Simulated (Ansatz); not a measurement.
## NaHF2 under compression and expansion

```xyz
4
Lattice="1.7284 0.9979 4.6389 -1.7284 0.9979 4.6389 0.0000 -1.9958 4.6389" Properties=species:S:1:pos:R:3 pbc="T T T"
Na    0.0000    0.0000    0.0000
H     0.0000    0.0000    6.9583
F     0.0000    0.0000    5.7058
F     0.0000    0.0000    8.2108
```

The cell comes from COD entry 1010284, which wasn't checked; take it as a given geometry. It is an old determination, and later ones may differ.

Methods: DFT, LDA, all-electron LAPW, scalar-relativistic (Ansatz 0.2.0); DFT, LDA, PAW with Ansatz's default frozen-core files, scalar-relativistic (Ansatz 0.2.0).

For LAPW: a Γ-centred 10×10×10 k mesh, Fermi–Dirac smearing of 0.02 eV, basis error target 1 meV/atom, no spin polarisation. PAW takes a cutoff of 420 eV at this cell (files made with PBE, cores remade for this functional). The Ansatz runs share mesh, smearing and spin set-up. Plane-wave (PAW) pressures include the program's estimate of the Pulay term.

The cell above is scaled evenly, with fractional coordinates and shape held.

```json
{"V/V(cell)": "0.9400", "V (Å³/atom)": "11.282", "P, LAPW (GPa)": "-4.40", "P, PAW (GPa)": "-4.47", "gap on the k mesh, LAPW (eV)": "6.57"}
{"V/V(cell)": "0.9600", "V (Å³/atom)": "11.522", "P, LAPW (GPa)": "-5.37", "P, PAW (GPa)": "-5.43", "gap on the k mesh, LAPW (eV)": "6.49"}
{"V/V(cell)": "0.9800", "V (Å³/atom)": "11.762", "P, LAPW (GPa)": "-6.22", "P, PAW (GPa)": "-6.28", "gap on the k mesh, LAPW (eV)": "6.42"}
{"V/V(cell)": "0.9900", "V (Å³/atom)": "11.882", "P, LAPW (GPa)": "-6.61", "P, PAW (GPa)": "-6.67", "gap on the k mesh, LAPW (eV)": "6.38"}
{"V/V(cell)": "1.0000", "V (Å³/atom)": "12.002", "P, LAPW (GPa)": "-6.98", "P, PAW (GPa)": "-7.03", "gap on the k mesh, LAPW (eV)": "6.35"}
{"V/V(cell)": "1.0100", "V (Å³/atom)": "12.122", "P, LAPW (GPa)": "-7.32", "P, PAW (GPa)": "-7.37", "gap on the k mesh, LAPW (eV)": "6.31"}
{"V/V(cell)": "1.0200", "V (Å³/atom)": "12.242", "P, LAPW (GPa)": "-7.64", "P, PAW (GPa)": "-7.69", "gap on the k mesh, LAPW (eV)": "6.27"}
{"V/V(cell)": "1.0400", "V (Å³/atom)": "12.482", "P, LAPW (GPa)": "-8.23", "P, PAW (GPa)": "-8.27", "gap on the k mesh, LAPW (eV)": "6.21"}
{"V/V(cell)": "1.0600", "V (Å³/atom)": "12.722", "P, LAPW (GPa)": "-8.75", "P, PAW (GPa)": "-8.79", "gap on the k mesh, LAPW (eV)": "6.14"}
```
